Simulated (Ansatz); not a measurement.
Relaxed Al2Cu (Al2Cu type, space group I4/mcm):

```yaml
crystal:
  lattice:
    - [-3.02975, 3.02975, 2.43725]
    - [3.02975, -3.02975, 2.43725]
    - [3.02975, 3.02975, -2.43725]
  atoms:
    - { symbol: Al, position: [0.15828, 0.65828, 0.81655] }
    - { symbol: Al, position: [0.34172, 0.15828, 0.50000] }
    - { symbol: Al, position: [0.65828, 0.84172, 0.50000] }
    - { symbol: Al, position: [0.84172, 0.34172, 0.18345] }
    - { symbol: Cu, position: [0.75000, 0.75000, 0.00000] }
    - { symbol: Cu, position: [0.25000, 0.25000, 0.00000] }
```

Scan: atom 2 (Al, nearest neighbour Cu at 2.587 Å; its periodic images, 4.9 Å or more away, move with it) is displaced along Cartesian [110], direction (0.707, 0.707, 0.000) in Cartesian axes, by s. The other atoms stay.

Method: PBE (plane waves to 420 eV, PAW, scalar-relativistic; Ansatz, a program for electronic structure). k mesh 10×10×10 (Γ-centred), Fermi-Dirac smearing 0.05 eV. The energy includes the smearing's −TS. With partly filled bands, energies and forces of such displacements shift with the k mesh and the smearing. Al2Cu is run without spin polarisation. Al2Cu was relaxed with its symmetry unable to fall. ΔE is measured from the undisplaced structure. The last digit holds for this mesh only.

| s (Å) | ΔE (meV/cell) |
|---|---|
| -0.780 | withheld |
| -0.624 | 1456.6 |
| -0.468 | 747.6 |
| -0.312 | 309.3 |
| -0.156 | 73.9 |
| 0.000 | 0.0 |
| 0.156 | 73.9 |
| 0.312 | 309.3 |
| 0.468 | 747.6 |
| 0.624 | 1456.6 |
| 0.780 | withheld |

Q: Fit an even polynomial form (powers 2, 4) to the given rows and predict ΔE at s = 0.780.

A: Least squares on the 9 given rows: ΔE = (2991)·s² + (1926)·s⁴, in meV/cell with s in Å; root-mean-square residual 0.07 meV/cell. At 0.780 the fit gives 2532.6 meV/cell; the calculation gives 2526.3 meV/cell, so the extrapolation is off by 6.3 (+0.2 %). The quadratic term alone would give 1819.7 meV/cell.

(For displaced atoms, the force is minus the slope of the energy, and its curvature is a force constant, which sets phonon frequencies.)
